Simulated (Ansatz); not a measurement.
Si:
```xyz
2
Lattice="0.0000 2.7222 2.7222 2.7222 0.0000 2.7222 2.7222 2.7222 0.0000" Properties=species:S:1:pos:R:3 pbc="T T T"
Si     2.7222     2.7222     2.7222
Si     4.0833     4.0833     4.0833
```

Relaxed with r²SCAN. Special points in fractions of this cell's reciprocal vectors: Γ (0.000, 0.000, 0.000); X (0.500, 0.000, 0.500); U (0.625, 0.250, 0.625); K (0.375, 0.375, 0.750); L (0.500, 0.500, 0.500); W (0.500, 0.250, 0.750).

Problem. List the band energies nearest the valence-band maximum at these points for r²SCAN (plane waves, PAW; program Ansatz).

Solution. In eV from the valence-band maximum; about four levels below and three above (degenerate sets whole), none deeper than 8.9 eV; points with the same levels are listed once.

```tsv
k	below	above
Γ	0.00 0.00 0.00	2.74 2.74 2.74
X	-8.14 -8.14 -3.00 -3.00	0.92 0.92 10.80 10.80
U	-8.58 -7.52 -4.46 -2.55	1.43 4.45 7.94
L	-7.24 -1.27 -1.27	1.84 3.57 3.57
W	-7.97 -7.97 -4.00 -4.00	4.59 4.59 5.39 5.39
```

Space group Fd-3m (diamond). The cell was relaxed with r²SCAN under the symmetry of its start.

Potentials: the later of the program's two PAW sets.
